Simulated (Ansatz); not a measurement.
Input file for Ansatz (a quantum-chemistry and plane-wave program):

Ansatz 0.2 input:
```yaml
crystal:
  lattice:
    - [3.8322991228, 0.0, 0.0]
    - [-1.9161495614, 3.3188683952, 0.0]
    - [0.0, 0.0, 6.3408742612]
  atoms:
    - { symbol: Si, position: [0.3333333333, 0.6666666667, 0.0630581905] }
    - { symbol: Si, position: [0.6666666667, 0.3333333333, 0.9369418095] }
    - { symbol: Si, position: [0.6666666667, 0.3333333333, 0.5630581905] }
    - { symbol: Si, position: [0.3333333333, 0.6666666667, 0.4369418095] }
kpoints:
  mp_grid: { grid: [8, 8, 5] }
hamiltonian:
  xc: r2scan
  pseudopotentials: { azcp: { folder: ./paw }, kind: paw }
scf:
  occupations: { method: fixed }
phonons:
  method: dfpt
  response_accuracy: low
  eigenvectors: true
  rigid_motions: translations
  dielectric: true
  raman: true
```

Output (shortened):

```
Pseudopotential: Si, paw, valence charge 4
Functional definition: r2SCAN
Crystal: 4 atoms, lattice volume = 80.649 Å³
Basis set: ecut = 500 eV, 2033 PW (Γ), exchange–correlation on 150×150×240 points (125 copies of the dense FFT grid, shifted against one another)
Bands: 12, of which v1, the nominal top of the filled ones, is band 8 counted from 1 (7 counted from 0)
Symmetry: 24 space group operations
k-points: 93 of 320 (irreducible under 2 space group operations, time reversal used)
SCF iter   1: F=—  HF=-2556.174242 eV  |F-HF|=—  |Δ(HF+E_count)|=         —  Δρ=4.58e-2  dr2=1.47e0  dr2_τ=2.64e-2  ethr=3.10e-3  ⟨swp⟩=5.4  Hψ=6945  notcnv=0  defer=157
preconditioner: auto → none
SCF iter   2: F=—  HF=-2556.170787 eV  |F-HF|=—  |Δ(HF+E_count)|=   3.46e-3  Δρ=2.21e-2  dr2=3.01e-1  dr2_τ=8.30e-4  ethr=3.10e-3  ⟨swp⟩=3.0  Hψ=2805  notcnv=0  defer=159
SCF iter   3: F=—  HF=-2556.209115 eV  |F-HF|=—  |Δ(HF+E_count)|=   3.83e-2  Δρ=1.54e-3  dr2=1.20e-3  dr2_τ=9.52e-6  ethr=1.88e-3  ⟨swp⟩=2.0  Hψ=1310  notcnv=0  defer=178
SCF iter   4: F=—  HF=-2556.209800 eV  |F-HF|=—  |Δ(HF+E_count)|=   6.84e-4  Δρ=1.73e-4  dr2=1.73e-5  dr2_τ=2.55e-7  ethr=7.51e-6  ⟨swp⟩=2.5  Hψ=2018  notcnv=0  defer=184
SCF iter   5: F=—  HF=-2556.209809 eV  |F-HF|=—  |Δ(HF+E_count)|=   8.99e-6  Δρ=2.39e-5  dr2=3.60e-7  dr2_τ=6.30e-9  ethr=1.08e-7  ⟨swp⟩=2.2  Hψ=1867  notcnv=0  defer=173
SCF iter   6: F=—  HF=-2556.209809 eV  |F-HF|=—  |Δ(HF+E_count)|=   9.25e-7  Δρ=5.17e-6  dr2=3.04e-8  dr2_τ=3.65e-10  ethr=2.25e-9  ⟨swp⟩=2.0  Hψ=1830  notcnv=0  defer=29
SCF iter   7: F=—  HF=-2556.209809 eV  |F-HF|=—  |Δ(HF+E_count)|=   7.65e-9  Δρ=4.07e-7  dr2=1.11e-10  dr2_τ=1.95e-12  ethr=1.90e-10  ⟨swp⟩=2.9  Hψ=1948  notcnv=0  defer=29
SCF iter   8: F=-2556.209809 eV  HF=-2556.209809 eV  |F-HF|=4.55e-12  |Δ(HF+E_count)|=  3.55e-11  Δρ=3.26e-8  dr2=3.76e-13  dr2_τ=8.51e-15  ethr=1.00e-12  ⟨swp⟩=9.7  Hψ=8609  notcnv=0
SCF 1 converged in 8 iterations: F = -2556.209809 eV  dr2 = 3.76e-13
NSCF: frozen V_eff on 5 k-points
DFPT response loops at Γ: preconditioner auto → Resta (q_TF=auto, 2.084 Å⁻¹)  ε∞=9.9 (no band partly filled) …
── the response to a field inside a basis, on 14×14×8 k-points: an SCF that follows is theirs, and a resumed run solves both again ──
Crystal: 4 atoms, lattice volume = 80.649 Å³
Bands: 9, of which v1, the nominal top of the filled ones, is band 8 counted from 1 (7 counted from 0)
k-points: 224
SCF iter   1: F=—  HF=-2556.208359 eV  |F-HF|=—  |Δ(HF+E_count)|=         —  Δρ=8.66e-5  dr2=4.91e-6  dr2_τ=1.67e-7  ethr=1.00e-1
preconditioner: auto → none
SCF iter   2: F=—  HF=-2556.208361 eV  |F-HF|=—  |Δ(HF+E_count)|=   1.37e-6  Δρ=4.27e-5  dr2=1.07e-6  dr2_τ=7.66e-9  ethr=3.07e-8
SCF iter   3: F=—  HF=-2556.208361 eV  |F-HF|=—  |Δ(HF+E_count)|=   5.09e-7  Δρ=2.83e-6  dr2=4.72e-9  dr2_τ=5.17e-11  ethr=6.69e-9
SCF iter   4: F=-2556.208361 eV  HF=-2556.208361 eV  |F-HF|=4.87e-11  |Δ(HF+E_count)|=  2.73e-11  Δρ=2.54e-7  dr2=2.46e-11  dr2_τ=5.12e-13  ethr=2.95e-11
SCF 1 converged in 4 iterations: F = -2556.208361 eV  dr2 = 2.46e-11
DFPT response loops at Γ: preconditioner auto → Resta (q_TF=auto, 2.084 Å⁻¹)  ε∞=9.5 (no band partly filled) …
DFPT response loops at Γ: mixed as the last ones told, above
WARN: field response: ε∞ stands inside a basis, on 14×14×8 points …
SCF converged after 8 iterations
Free energy (F): -2556.209809 eV
Harris-Foulkes:  -2556.209809 eV  (|F-HF|=4.55e-12)
Internal energy: -2556.209809 eV  (E = F + TS)
E sigma→0 (E₀):  -2556.209809 eV
Fermi energy:    6.342151 eV
--- Per-component energies (eV) ---
  E_band       = 12.729110
  E_kinetic    = 162.627767
  E_local      = -98.012270  (includes V_loc(G=0)·N_el)
  E_nonlocal   = 88.412008
  E_hartree    = 30.557637
  E_xc         = -210.571454
  E_vxc        = -202.837992  (∫ρ·V_xc dr)
  E_paw        = -2073.531850  (= ΣΔE_a)
  E_vpaw       = -6.437255  (= ΣTr[D̂ρ^β])
  E_aug_tail   = 0.000058  (compensation charges beyond the density's cutoff)
  E_vtau       = 7.861521  (kinetic-family band-sum trace: ∫τ·v_τ [+ j·A + Jᵃ·Aᵃ] dr)
  E_ewald      = -455.385973
  E_core_change = -0.305732  (= ΣΔE_core)
  E_smearing   =  0.000000  (= −TS)
  E_closure    =  0.000000  (closes the sum)
  Σ components = -2556.209809   (vs F -2556.209809, Δ=0.00e0)
  [band-id]    e_kinetic+e_local+e_nonlocal+2·e_hartree+e_vxc+e_vpaw+e_augmentation_tail+e_vtau = 12.729112   (vs E_band 12.729110, Δ=1.36e-6)
--- Band table (eV; the first three rows and the last of 93) ---
  k-point 0: bands = ["-6.4310", "-4.0388", "-1.1904", "4.7345", "4.7345", "5.9659", "6.3422", "6.3422", "7.7044", "8.4996", "8.4996", "8.8776"]
  k-point 1: bands = ["-6.2956", "-4.4955", "-0.4785", "4.8009", "4.8404", "4.8404", "6.0970", "6.0970", "7.8357", "8.7226", "8.7226", "9.2062"]
  k-point 2: bands = ["-5.8960", "-5.2613", "1.0414", "2.8846", "5.1460", "5.1460", "5.6051", "5.6051", "8.2139", "8.7700", "9.2272", "9.2272"]
  k-point 92: bands = ["-3.8088", "-3.2315", "-0.9323", "-0.2978", "2.0180", "2.5539", "3.3830", "4.2974", "8.1448", "8.9517", "10.0390", "10.9588"]
--- Phonons (Γ-DFPT): 2 representative perturbations + reference, on 93 of 320 k-points (Σ response iterations 11) ---
  ASR residual: 3.283e-5 → 0.000e0 eV/Å²; symmetrization residual: 2.272e-6 eV/Å²
  ASR residual per site (eV/Å²): 3.28e-5 3.28e-5 3.28e-5 3.28e-5
  Γ frequencies (cm⁻¹): 0.00 0.00 0.00 109.23 109.23 385.10 416.07 494.08 494.08 513.08 513.08 513.58
  ε∞ (high-frequency dielectric tensor):
       11.401618     0.000000     0.000000
        0.000000    11.401618     0.000000
        0.000000     0.000000    12.364922
  ε⁰ (static dielectric tensor: ions relaxed, cell fixed):
       11.401618     0.000000     0.000000
        0.000000    11.401618     0.000000
        0.000000     0.000000    12.364922
  ε⁰ − ε∞ (ionic part):
        0.000000     0.000000     0.000000
        0.000000     0.000000     0.000000
        0.000000     0.000000     0.000000
  softest optical mode at Γ: 109.23 cm⁻¹; the repairs (sum rule, projections) moved no ω² at Γ by more than (0.76 cm⁻¹)²
  Born effective charges Z* (e; rows j = field, columns β = displacement):
    site 0:
         0.00000    0.00000    0.00000
         0.00000    0.00000    0.00000
         0.00000    0.00000    0.00000
    site 1:
         0.00000    0.00000    0.00000
         0.00000    0.00000    0.00000
         0.00000    0.00000    0.00000
    site 2:
         0.00000    0.00000    0.00000
         0.00000    0.00000    0.00000
         0.00000    0.00000    0.00000
    site 3:
         0.00000    0.00000    0.00000
         0.00000    0.00000    0.00000
         0.00000    0.00000    0.00000
  Z* charge neutrality: 1.395e-2 e pre-enforcement
  solved inside a basis spanned on kpoints, on 14×14×8 k-points transformed towards the longest dipole …
  Raman tensors (in the event stream and the table raman_tensors.tsv) …
  optical modes at Γ without the LO–TO term, one row a degenerate level:
      ω (cm⁻¹)  modes    IR ((D/Å)²/amu)  static Raman (Å⁴/amu)  depolarisation
        109.23      2             0.0000                 0.0000               —
        385.10      1             0.0000                 0.0000               —
        416.07      1             0.0000                 0.0000               —
        494.08      2             0.0000               360.4867           0.750
        513.08      2             0.0000               257.4496           0.750
        513.58      1             0.0000              1136.1846           0.518
  optical modes at Γ + LO–TO along q̂ = [1.0000, 0.0000, 0.0000]:
      ω (cm⁻¹)  modes    IR ((D/Å)²/amu)  static Raman (Å⁴/amu)  depolarisation
        109.23      2             0.0000                 0.0000               —
        385.10      1             0.0000                 0.0000               —
        416.07      1             0.0000                 0.0000               —
        494.08      2             0.0000               360.4867           0.750
        513.08      2             0.0000               257.4496           0.750
        513.58      1             0.0000              1136.1846           0.518
  optical modes at Γ + LO–TO along q̂ = [0.0000, 1.0000, 0.0000]:
      ω (cm⁻¹)  modes    IR ((D/Å)²/amu)  static Raman (Å⁴/amu)  depolarisation
        109.23      2             0.0000                 0.0000               —
        385.10      1             0.0000                 0.0000               —
        416.07      1             0.0000                 0.0000               —
        494.08      2             0.0000               360.4867           0.750
        513.08      2             0.0000               257.4496           0.750
        513.58      1             0.0000              1136.1846           0.518
  optical modes at Γ + LO–TO along q̂ = [0.0000, 0.0000, 1.0000]:
      ω (cm⁻¹)  modes    IR ((D/Å)²/amu)  static Raman (Å⁴/amu)  depolarisation
        109.23      2             0.0000                 0.0000               —
        385.10      1             0.0000                 0.0000               —
        416.07      1             0.0000                 0.0000               —
        494.08      2             0.0000               360.4867           0.750
        513.08      2             0.0000               257.4496           0.750
        513.58      1             0.0000              1136.1846           0.518
```

Cost: very roughly 16 core-minutes on shared cores.

Space group P6_3/mmc. The first step of the workflow began from a Materials Project structure, measured or hypothetical; the Crystallography Open Database copy checked does not list it. It is not the phase usual at ambient conditions (space group No. 227). The r²SCAN relaxation kept the symmetry of its start; phonons on a q-mesh show no instability.

Potentials: the earlier of the program's two PAW sets.

Ansatz is a plane-wave DFT program.
